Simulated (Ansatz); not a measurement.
Given:

SnS2:
```cif
data_S8Sn4
_chemical_formula_sum 'Sn4 S8'
_space_group_name_H-M_alt 'Pbcn'
_space_group_IT_number 60
_space_group_name_Hall '-P 2n 2ab'
_cell_length_a 5.85757
_cell_length_b 7.15847
_cell_length_c 6.33509
_cell_angle_alpha 90.000
_cell_angle_beta 90.000
_cell_angle_gamma 90.000
loop_
_atom_site_label
_atom_site_type_symbol
_atom_site_symmetry_multiplicity
_atom_site_Wyckoff_symbol
_atom_site_fract_x
_atom_site_fract_y
_atom_site_fract_z
_atom_site_occupancy
Sn1 Sn 4 c 0.00000 0.34799 0.25000 1
S1 S 8 d 0.24595 0.09422 0.06603 1
```

This is the PBEsol-relaxed structure.

**Question.** All from PBEsol in the plane-wave PAW code Ansatz, unless another level is named. Predict the highest zone-centre frequency.

**Answer.** 337 cm⁻¹.

**Question.** Next, the bulk modulus (Birch–Murnaghan fit)?

**Answer.** 68.1 GPa.

The start of the workflow was typed in or built on a structure type; neither database checked (COD, Materials Project) lists it. It is not the phase usual at ambient conditions (space group No. 164). Symmetry was held in the PBEsol relaxation; its stability against distortions is not shown here. The volume moved by 26 % from the start of the relaxation. As this level gives no gap, phonon frequencies hold no LO–TO term and depend on the k-mesh and smearing (Fermi–Dirac, 0.1 eV here). Scalar-relativistic: spin–orbit coupling is off unless named, which matters more the heavier the elements.

Potentials: the earlier of the program's two PAW sets. The files were generated under PBE; for other functionals the program regenerates the frozen cores, and for LDA and PBEsol the local potential too.
